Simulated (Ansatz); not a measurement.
With PBEsol in the plane-wave PAW code Ansatz, Ga2W in the orthorhombic phase (Fddd; Ga on 16f, W on 8b) relaxes to a = 4.949 Å, b = 8.294 Å, c = 8.725 Å. Against the elements it lies at 0.022 eV/atom, with no fitted shifts.

Electronic character: metallic (no gap).

The bulk modulus is 175 GPa.

The start of the workflow was typed in or built on a structure type; neither database checked (COD, Materials Project) lists it. Its standing as an ambient phase is unchecked. The PBEsol relaxation kept the symmetry of its start; whether a distortion lowers the energy is not shown. The run is not spin-polarised. Axis ratios of metals converge slowly with the k-mesh, so a and c are less sure than the volume. The references are the lowest solids computed at this level, not always the standard phases. Spin–orbit coupling is left out wherever it is not named.

Potentials: the later of the program's two PAW sets.
